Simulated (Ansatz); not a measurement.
K₂IBr, ordered on the rocksalt lattice (R-3m) with 4 atoms a cell, relaxed with r2SCAN: 7 runs in Ansatz 0.2.0, each a construction of maximally localised Wannier functions. It is trigonal, R-3m (No. 166); a = 4.837 Å, c = 23.760 Å in the conventional setting, 40.11 Å³ an atom. Around Br lie 6 K at 3.34 Å; around I lie 6 K at 3.51 Å; around K lie 3 Br at 3.34 Å and 3 I at 3.51 Å. Computed, not measured; no magnetism was allowed, and whether the structure is a known phase isn't checked.

```xyz
4
Lattice="2.4183 1.3962 7.9199 -2.4183 1.3962 7.9199 0.0000 -2.7924 7.9199" Properties=species:S:1:pos:R:3 pbc="T T T"
Br    2.4183    1.3962    7.9199
I     0.0000    0.0000   11.8798
K     0.0000    0.0000    6.0800
K     0.0000    0.0000   17.6796
```

Windows count from the top of the filled bands; a dash means that no such window was set (without an outer window there is no disentanglement).

```json
{"functional": "PBE", "SCF mesh": "6×6×6", "trial orbitals": "Br s, Br p, I s, I p", "functions": "8", "mesh": "4×4×4", "window (eV)": "–", "frozen (eV)": "–", "Ω total (Å²)": "14.06", "Ω invariant (Å²)": "12.09", "largest spread (Å²)": "1.85", "least projectability": "0.80", "interpolation miss of the model's filled bands (eV, to the nearest computed level)": "0.010"}
{"functional": "PBE", "SCF mesh": "6×6×6", "trial orbitals": "Br s, Br p, I s, I p", "functions": "8", "mesh": "6×6×6", "window (eV)": "–", "frozen (eV)": "–", "Ω total (Å²)": "14.52", "Ω invariant (Å²)": "12.53", "largest spread (Å²)": "1.91", "least projectability": "0.80", "interpolation miss of the model's filled bands (eV, to the nearest computed level)": "0.001"}
{"functional": "PBE", "SCF mesh": "6×6×6", "trial orbitals": "Br p, I p", "functions": "6", "mesh": "4×4×4", "window (eV)": "–", "frozen (eV)": "–", "Ω total (Å²)": "12.04", "Ω invariant (Å²)": "11.99", "largest spread (Å²)": "2.32", "least projectability": "0.98", "interpolation miss of the model's filled bands (eV, to the nearest computed level)": "0.010"}
{"functional": "r2SCAN", "SCF mesh": "6×6×6", "trial orbitals": "Br s, Br p, I s, I p", "functions": "8", "mesh": "4×4×4", "window (eV)": "–", "frozen (eV)": "–", "Ω total (Å²)": "13.67", "Ω invariant (Å²)": "11.65", "largest spread (Å²)": "1.83", "least projectability": "0.82", "interpolation miss of the model's filled bands (eV, to the nearest computed level)": "0.009"}
{"functional": "r2SCAN", "SCF mesh": "6×6×6", "trial orbitals": "Br p, I p", "functions": "6", "mesh": "4×4×4", "window (eV)": "–", "frozen (eV)": "–", "Ω total (Å²)": "11.84", "Ω invariant (Å²)": "11.79", "largest spread (Å²)": "2.28", "least projectability": "0.98", "interpolation miss of the model's filled bands (eV, to the nearest computed level)": "0.008"}
{"functional": "HSE06", "SCF mesh": "4×4×4", "trial orbitals": "Br s, Br p, I s, I p", "functions": "8", "mesh": "4×4×4", "window (eV)": "–", "frozen (eV)": "–", "Ω total (Å²)": "13.65", "Ω invariant (Å²)": "11.64", "largest spread (Å²)": "1.82", "least projectability": "0.82", "interpolation miss of the model's filled bands (eV, to the nearest computed level)": "–"}
{"functional": "HSE06", "SCF mesh": "4×4×4", "trial orbitals": "Br p, I p", "functions": "6", "mesh": "4×4×4", "window (eV)": "–", "frozen (eV)": "–", "Ω total (Å²)": "11.78", "Ω invariant (Å²)": "11.74", "largest spread (Å²)": "2.27", "least projectability": "0.98", "interpolation miss of the model's filled bands (eV, to the nearest computed level)": "–"}
```

For Br s, Br p, I s, I p with PBE the spread goes 14.06 Å² (4×4×4), 14.52 Å² (6×6×6): finite differences on a coarse mesh understate it.

Spin-orbit coupling is left out, which matters wherever the heavy atoms make up the band edges.
